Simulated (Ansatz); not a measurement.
Input:

GaP (zinc blende)

```cif
data_GaP
_chemical_formula_sum 'P1 Ga1'
_space_group_name_H-M_alt 'P 1'
_space_group_IT_number 1
_cell_length_a 3.84555
_cell_length_b 3.84555
_cell_length_c 3.84555
_cell_angle_alpha 60.000
_cell_angle_beta 60.000
_cell_angle_gamma 60.000
loop_
_space_group_symop_operation_xyz
  'x, y, z'
loop_
_atom_site_label
_atom_site_type_symbol
_atom_site_fract_x
_atom_site_fract_y
_atom_site_fract_z
_atom_site_occupancy
P1 P 0.25000 0.25000 0.25000 1
Ga1 Ga 0.00000 0.00000 0.00000 1
```

This relaxed cell (volume V₀) is scaled evenly in all directions, its shape held. Symmetry pins the atoms to their sites.

The numbers are results of PBEsol (plane waves to 420 eV, PAW, scalar-relativistic; Ansatz, a first-principles code), not measurements. k mesh 11×11×11 (Γ-centred), Fermi-Dirac smearing 0.05 eV. The energy includes the smearing's −TS. Compression counts positive. GaP was relaxed with its symmetry unable to fall. The zero of ΔE is the relaxed starting cell.

The scan covers V/V₀ from 0.940 to 1.060 in 9 points.

### Question
What is ΔE at V/V₀ = 1.060?

### Answer
17.2 meV/atom.

### Question
What pressure does the cell carry at V/V₀ = 0.940?

### Answer
6.04 GPa.

### Question
What is ΔE at V/V₀ = 0.940?

### Answer
21.5 meV/atom.

(Under strain, the slope of the energy per volume gives the stress and its curvature an elastic modulus.)
